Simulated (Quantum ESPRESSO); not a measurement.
pw.x input (Quantum ESPRESSO 7.5; LDA, PseudoDojo standard norm-conserving files, scalar-relativistic):

```
&CONTROL
  calculation = 'scf'
  pseudo_dir = './pseudo'
  outdir = './out'
  tprnfor = .true.
  tstress = .true.
/
&SYSTEM
  ibrav = 0
  nat = 5
  ntyp = 3
  ecutwfc = 84.0
  ecutrho = 336.0
  occupations = 'smearing'
  smearing = 'fd'
  degauss = 0.002
  nbnd = 30
/
&ELECTRONS
  conv_thr = 5e-10
/
ATOMIC_SPECIES
F 18.9984 F.upf
Rb 85.4678 Rb.upf
Hg 200.5920 Hg.upf
CELL_PARAMETERS angstrom
  4.549220000000   0.000000000000   0.000000000000
  0.000000000000   4.549220000000   0.000000000000
  0.000000000000   0.000000000000   4.549220000000
ATOMIC_POSITIONS crystal
F   0.500000000000   0.000000000000   0.500000000000
F   0.000000000000   0.500000000000   0.500000000000
F   0.500000000000   0.500000000000   0.000000000000
Rb   0.000000000000   0.000000000000   0.000000000000
Hg   0.500000000000   0.500000000000   0.500000000000
K_POINTS automatic
6 6 6 0 0 0
```

End of the output:

```
     total energy              =    -535.31459335 Ry
     estimated scf accuracy    <       0.00000020 Ry
     total energy              =    -535.31459340 Ry
     estimated scf accuracy    <          4.7E-09 Ry
     total energy              =    -535.31459340 Ry
     estimated scf accuracy    <          9.9E-10 Ry
[...]
     the Fermi energy is     4.7638 ev
!    total energy              =    -535.31459340 Ry
     estimated scf accuracy    <          2.9E-11 Ry
     smearing contrib. (-TS)   =      -0.00000174 Ry
     internal energy E=F+TS    =    -535.31459165 Ry
     The total energy is F=E-TS. E is the sum of the following terms:
     one-electron contribution =    -313.76641893 Ry
     hartree contribution      =     175.49945657 Ry
     xc contribution           =    -101.29068228 Ry
     ewald contribution        =    -295.75694702 Ry
     convergence has been achieved in  10 iterations
     Forces acting on atoms (cartesian axes, Ry/au):
     atom    1 type  1   force =     0.00000000    0.00000000    0.00000000
     atom    2 type  1   force =     0.00000000    0.00000000    0.00000000
     atom    3 type  1   force =     0.00000000    0.00000000    0.00000000
     atom    4 type  2   force =     0.00000000    0.00000000    0.00000000
     atom    5 type  3   force =     0.00000000    0.00000000    0.00000000
     Total force =     0.000000     Total SCF correction =     0.000000
     Computing stress (Cartesian axis) and pressure
          total   stress  (Ry/bohr**3)                   (kbar)     P=      -39.99
  -0.00027184   0.00000000   0.00000000          -39.99        0.00        0.00
   0.00000000  -0.00027184   0.00000000            0.00      -39.99        0.00
   0.00000000   0.00000000  -0.00027184            0.00        0.00      -39.99
```
In a gapped system the printed Fermi energy is only some level inside the gap.

Spin-orbit coupling is not included.

Geometry of the Materials Project entry, not relaxed at this level.
